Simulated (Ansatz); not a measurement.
Method: DFT PBE, scalar-relativistic, plane waves, PAW (Ansatz). All cells share a 420 eV cutoff and Γ-centred k meshes spaced at most about 0.3 Å⁻¹ (about 0.25 or finer for metals, 2π included). No spin polarisation in the final relaxations.

Temperature and zero-point effects are left out.

Two forms of CdS3 were relaxed alike.

A.

```yaml
crystal:
  lattice:
    - [4.20115, 0.00000, 0.00000]
    - [0.00000, 4.20115, 0.00000]
    - [0.00000, 0.00000, 4.20115]
  atoms:
    - { symbol: Cd, position: [0.00000, 0.00000, 0.00000] }
    - { symbol: S, position: [0.00000, 0.50000, 0.50000] }
    - { symbol: S, position: [0.50000, 0.00000, 0.50000] }
    - { symbol: S, position: [0.50000, 0.50000, 0.00000] }
```

B.

```yaml
crystal:
  lattice:
    - [7.09783, 0.00000, 0.00000]
    - [-3.54891, 6.14690, 0.00000]
    - [0.00000, 0.00000, 3.52266]
  atoms:
    - { symbol: Cd, position: [0.66667, 0.33333, 0.25000] }
    - { symbol: Cd, position: [0.33333, 0.66667, 0.75000] }
    - { symbol: S, position: [0.15700, 0.31400, 0.25000] }
    - { symbol: S, position: [0.84300, 0.15700, 0.75000] }
    - { symbol: S, position: [0.68600, 0.84300, 0.25000] }
    - { symbol: S, position: [0.84300, 0.68600, 0.75000] }
    - { symbol: S, position: [0.15700, 0.84300, 0.25000] }
    - { symbol: S, position: [0.31400, 0.15700, 0.75000] }
```

**Question.** Which would you expect to be lower, and how large is the difference?

**Answer.** B is lower, by 0.34 eV/atom. A has Cd and S ordered on fcc sites, space group Pm-3m (No. 221), 18.5 Å³/atom and no gap on its mesh; B has space group P6_3/mmc (No. 194), 19.2 Å³/atom and no gap. Counting S atoms around Cd (those within 1.25 times the shortest such distance or 1.15 times the sum of covalent radii; the shortest distance is added where it is long for a bond), A has Cd 12 from 3.0 Å and B has Cd 6. The lower one is the more open, so pressure narrows the difference. Even the lower one lies +0.37 eV/atom against the reference forms of the elements (uncorrected), so neither is stable at this level. In A, Cd is surrounded by 12 S at 2.97 Å; around S lie 4 Cd at 2.97 Å and 8 S at 2.97 Å. In B, around Cd lie 6 S at 2.79 Å; S is surrounded by 4 S at 2.61 Å and 2 Cd at 2.79 Å. Both come from invented guesses.

A magnetic state wasn't ruled out in cells without spin, among them Pm-3m. Cells relaxed within their symmetry can be saddle points.
